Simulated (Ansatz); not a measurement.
## Mn₃ZnN (Pm-3m): electronic heat capacity from the density of states

Theory: DFT r2SCAN, scalar-relativistic, plane waves, PAW (Ansatz 0.2.0).

Plane waves to 500 eV, a k mesh through Γ of 10×10×10 on the computed 5-atom cell and Gaussian smearing (0.10 eV); collinear spin from starting moments 3.39 3.39 3.39 -0.22 0 μB.

Relaxed cell: Pm-3m, a = 3.951 Å, b = 3.951 Å, c = 3.951 Å, α = 90.00°, β = 90.00°, γ = 90.00°, 5 atoms in the primitive cell. Whether it is the stable form of this composition wasn't checked.

The density of states at the Fermi level is 1.623 states/eV in the cell of 5 atoms (1 formula unit; both spins, tetrahedra on a 15×15×15 mesh). The run ends with a moment of 10.19 μB a cell (largest on a site 3.08 μB), and the figure is for this state; a paramagnetic sample can have a quite different one. Another magnetic order, if the compound takes it, can change N(E_F) and the shape of the cell a good deal, and may open a gap, where γ is close to zero.

**Question.** What Sommerfeld coefficient does this give?

**Answer.** Per formula unit N(E_F) = 1.623 states/eV. γ = (π²/3) k_B² N(E_F) N_A = 2.357 mJ/(mol K²) per state/eV, so γ = 3.8 mJ/(mol K²), a mole of formula units. This is the bare band result: a measured γ of the same phase and magnetic order is as a rule larger by a factor 1 + λ from phonons and spin fluctuations. N(E_F) at one energy is sensitive to the mesh where the density of states has sharp peaks.

The state reached may not be the lowest one. Moments started parallel, and an antiferromagnetic order may lie lower.

Only this magnetic start was tried.

Cost: 1 run of about 2.2 core-minutes, on Arm Neoverse V1 (shared hosts).